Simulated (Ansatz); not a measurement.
AgBr:
```
CELL_PARAMETERS angstrom
      0.00000     2.92044     2.92044
      2.92044     0.00000     2.92044
      2.92044     2.92044     0.00000
ATOMIC_POSITIONS crystal
  Ag 0.50000 0.50000 0.50000
  Br 0.00000 0.00000 0.00000
```

Relaxed with PBE.

Q: Give the Bader charges and basin volumes of the independent atoms, PBE (plane waves, PAW; program Ansatz).

A: 

```json
[
 {"atom": "Ag1", "Bader charge (e)": "+0.48", "Bader volume (Å³)": "21.1"},
 {"atom": "Br2", "Bader charge (e)": "-0.48", "Bader volume (Å³)": "28.7"}
]
```

Space group Fm-3m (rock salt). Symmetry was held in the PBE relaxation. The run is not spin-polarised.

Potentials: the later of the program's two PAW sets.
